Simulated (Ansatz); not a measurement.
Co (hcp, Mg type)

```xyz
2
Lattice="2.4939 0.0000 0.0000 -1.2470 2.1598 0.0000 0.0000 0.0000 4.0317" Properties=species:S:1:pos:R:3 pbc="T T T"
Co     0.0000     1.4399     3.0238
Co     1.2470     0.7199     1.0079
```

The slice is a (0001) plane (indices of the conventional cell) through the point (0.333, 0.667, 0.750) (fractional), spanned by u = [110] and v = [1 -1 0] in vectors of this cell: u (2.49 Å) and v (4.32 Å, at 90° to u). It covers one period; positions are fractions (u, v).

Method: PBE (plane waves to 420 eV, PAW, scalar-relativistic; Ansatz, a program for electronic structure). k mesh 21×21×12. Near the nuclei the fields are pseudised (PAW); where an atom keeps semicore shells as valence, they peak there. Co was relaxed with its symmetry unable to fall. Relaxed Co ends ferromagnetic. The PAW data are Ansatz's earlier set. Other magnetic orders were not checked, so this need not be the ground state.

What is the valence density on the shortest Co–Co line in this plane (2.49 Å), at its midpoint?

0.33 e/Å³.

What is the ELF at the midpoint of the shortest Co–Co line in this plane (2.49 Å)?

0.26.

Sketch the ELF of the down spins on this plane as a map.


```tsv
v \ u	0.00	0.17	0.33	0.50	0.67	0.83
0.90	x	0.33	0.17	0.37	0.17	0.33
0.75	0.24	0.32	0.31	0.23	0.31	0.32
0.60	0.40	0.17	0.33	x	0.33	0.17
0.45	0.35	0.17	x	x	x	0.17
0.30	0.38	0.33	0.18	0.17	0.18	0.33
0.15	0.28	0.20	0.22	0.44	0.22	0.20
0.00	x	x	0.18	0.35	0.18	x
```

Values: ELF of the down spins. Points within 0.5 Å of a nucleus are blanked (x), as the pseudised field means little there.
